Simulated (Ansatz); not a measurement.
# ZnSnN₂: computed property card

ZnSnN2:
```yaml
crystal:
  lattice:
    - [1.57908, 0.91168, 5.13093]
    - [-1.57908, 0.91168, 5.13093]
    - [0.00000, -1.82336, 5.13093]
  atoms:
    - { symbol: Sn, position: [0.00000, 0.00000, 0.00000] }
    - { symbol: Zn, position: [0.50000, 0.50000, 0.50000] }
    - { symbol: N, position: [0.25337, 0.25337, 0.25337] }
    - { symbol: N, position: [0.74663, 0.74663, 0.74663] }
```

Space group R-3m (No. 166); conventional cell a = 3.158 Å, b = 3.158 Å, c = 15.393 Å, α = 90.00°, β = 90.00°, γ = 120.00°.

Method: the program Ansatz at the r²SCAN+D4 level (PAW). Geometry: relaxed at this level of theory. Other levels are named where they apply.

### Cell and energy

```yaml
volume_per_atom: 11.08 Å³
density: 7.95 g/cm³
Formation energy from the elements (no fitted shifts): 0.10 eV/atom
```

### Electronic structure

```yaml
band_gap: 1.27 eV (indirect)
valence_band_maximum: off the standard path, at k = (-0.018, 0.190, -0.208) in fractions of the reciprocal vectors
conduction_band_minimum: at Γ
smallest_direct_gap_on_the_standard_path: 1.36 eV
electron_effective_mass: 0.14 mₑ (isotropic)
Electron effective mass with spin–orbit coupling: 0.14 mₑ (isotropic)
hole_effective_mass: 0.28, 0.83, 19 mₑ (principal values)
Hole effective mass with spin–orbit coupling: 0.28, 0.83, 19 mₑ (principal values)
HSE06 gap on the r²SCAN+D4 cell: 1.98 eV
Gap with spin–orbit coupling: 1.27 eV
```

### Mechanics

```yaml
Bulk modulus (Birch–Murnaghan fit): 194 GPa
Pressure derivative B′: 4.7
Elastic constants (relaxed ions, GPa): C11 = 401, C12 = 127, C13 = 86.4, C14 = -56.2, C33 = 361, C44 = 32.6
mechanical_stability: stable (all eigenvalues of C positive)
```

### Charges

```yaml
bader_charges: Sn +2.15, Zn +1.21, N -1.68 e
```

A made-up cell: these elements were put on the sites of a structure type; neither database checked (COD, Materials Project) lists it. Whether it is the stable phase at ambient conditions was not checked. The cell was relaxed with r²SCAN+D4 under the symmetry of its start; its stability against distortions is not shown here. The references are the lowest solids computed at this level, not always the standard phases (solids in place of the gases). Spin–orbit coupling is left out wherever it is not named.

Potentials: the earlier of the program's two PAW sets.
